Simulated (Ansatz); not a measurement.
# Bond compression in SrC₂

```yaml
crystal:
  lattice:
    - [-2.04889, 2.04889, 3.40667]
    - [2.04889, -2.04889, 3.40667]
    - [2.04889, 2.04889, -3.40667]
  atoms:
    - { symbol: Sr, position: [0.00000, 0.00000, 0.00000] }
    - { symbol: C, position: [0.40793, 0.40793, 0.00000] }
    - { symbol: C, position: [0.59207, 0.59207, 0.00000] }
```

The cell is Materials Project entry mp-2630, used as a structure alone.

Its shortest bond, of 1.255 Å between atom 2 (C) and the nearest image of atom 3 (C), is scaled by moving both atoms along it, with the cell held and the other atoms too. The force apart is half the difference of the two atoms' forces along the bond; it holds the pull and push of their other neighbours too.

All numbers are PBEsol results (scalar-relativistic) from Ansatz 0.2.0, with a Γ-centred 8×8×8 k mesh, Fermi–Dirac smearing of 0.03 eV, no spin polarisation. Methods: LAPW: all electrons, basis error target 1 meV/atom; PAW: frozen-core files, cutoff 420 eV; crystal datasets: all electrons, by PAW datasets that the program makes for each cell.

Energies are extrapolated to zero smearing and count from the unscaled cell; pressure is positive in compression; gaps take the mesh and a band path. No temperature or zero-point motion is included.

The PAW files were made under PBE.

```csv
bond (Å),force apart (eV/Å),P LAPW (GPa),ΔE LAPW (eV/atom),P PAW − LAPW (GPa),ΔE PAW − LAPW (meV/atom),force PAW − LAPW (eV/Å)
1.255,0.53,-1.15,0.000,0.01,0.0,0.017
1.192,6.50,4.79,0.070,0.02,0.5,0.026
1.004,?,36.5,?,-0.13,-1.9,-0.183
```

Task: Fill in "ΔE LAPW (eV/atom)" for the row "1.004".

Result: 1.451.

Task: What belongs in the row "1.004", column "force apart (eV/Å)"?

Result: 43.70.

Task: At the last bond length, how far do crystal datasets lie from LAPW in pressure and in the largest force component?

Result: crystal datasets: 0.00 GPa, 0.002 eV/Å, on a LAPW pressure of 36.5 GPa.
